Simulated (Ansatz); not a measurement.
# Deforming Si

```
CELL_PARAMETERS angstrom
0.00000 2.71547 2.71547
2.71547 0.00000 2.71547
2.71547 2.71547 0.00000
ATOMIC_POSITIONS crystal
Si 0.50000 0.50000 0.50000
Si 0.75000 0.75000 0.75000
```

Atom numbers follow the list: Si1, Si2.

The structure is an experimental refinement, used without relaxation.

Computed with DFT, LDA, all-electron PAW with datasets made for the crystal, scalar-relativistic (Ansatz 0.2.0).

Numerical set-up: a Γ-centred 11×11×11 k mesh, Fermi–Dirac smearing of 0.08 eV, cutoff 180 eV (chosen by the program for this cell), no spin polarisation.

The unchanged cell is at -1.55 GPa.

Semilocal functionals give too small gaps.

x, y and z are the Cartesian axes of the cell as listed; fractional coordinates follow a strain, and an engineering shear is twice the off-diagonal strain component.

Vzz stands for the principal value of largest size of the field-gradient tensor, whatever its axis.

Problem. One change gave: energy change +2 meV/atom; stress change (xx, yy, zz, yz, xz, xy) 0.03, 0.03, 0.03, -0.98, -0.98, -0.98 GPa, compression positive; change of the force on Si1 (0.088, 0.088, 0.088) eV/Å; Vzz in 10²¹ V/m²: Si1 0 → 0.39 (η = 0.00); gap on the k mesh 0.50 → 0.48 eV. Which change was it?
A. equal xy, yz and zx engineering shear strains of -3 %
B. equal xy, yz and zx engineering shear strains of +1 %
C. equal xy, yz and zx engineering shear strains of -2 %
D. equal xy, yz and zx engineering shear strains of +3 %
E. equal xy, yz and zx engineering shear strains of -1 %
F. equal xy, yz and zx engineering shear strains of +2 %

Solution. B. For equal xy, yz and zx engineering shear strains of -3 %: energy change +18 meV/atom; stress change (xx, yy, zz, yz, xz, xy) 0.33, 0.33, 0.33, 3.22, 3.22, 3.22 GPa, compression positive; change of the force on Si2 (0.327, 0.327, 0.327) eV/Å; Vzz in 10²¹ V/m²: Si1 0 → -1.20 (η = 0.00); gap on the k mesh 0.50 → 0.39 eV. For equal xy, yz and zx engineering shear strains of -1 %: energy change +2 meV/atom; stress change (xx, yy, zz, yz, xz, xy) 0.03, 0.03, 0.03, 1.02, 1.02, 1.02 GPa, compression positive; change of the force on Si2 (0.098, 0.098, 0.098) eV/Å; Vzz in 10²¹ V/m²: Si1 0 → -0.39 (η = 0.00); gap on the k mesh 0.50 → 0.47 eV. For equal xy, yz and zx engineering shear strains of +2 %: energy change +7 meV/atom; stress change (xx, yy, zz, yz, xz, xy) 0.13, 0.13, 0.13, -1.92, -1.92, -1.92 GPa, compression positive; change of the force on Si1 (0.167, 0.167, 0.167) eV/Å; Vzz in 10²¹ V/m²: Si1 0 → 0.77 (η = 0.00); gap on the k mesh 0.50 → 0.44 eV. For equal xy, yz and zx engineering shear strains of -2 %: energy change +8 meV/atom; stress change (xx, yy, zz, yz, xz, xy) 0.14, 0.14, 0.14, 2.10, 2.10, 2.10 GPa, compression positive; change of the force on Si1 (-0.207, -0.207, -0.207) eV/Å; Vzz in 10²¹ V/m²: Si1 0 → -0.79 (η = 0.00); gap on the k mesh 0.50 → 0.43 eV. For equal xy, yz and zx engineering shear strains of +3 %: energy change +16 meV/atom; stress change (xx, yy, zz, yz, xz, xy) 0.30, 0.30, 0.30, -2.83, -2.83, -2.83 GPa, compression positive; change of the force on Si1 (0.239, 0.239, 0.239) eV/Å; Vzz in 10²¹ V/m²: Si1 0 → 1.15 (η = 0.00); gap on the k mesh 0.50 → 0.39 eV.
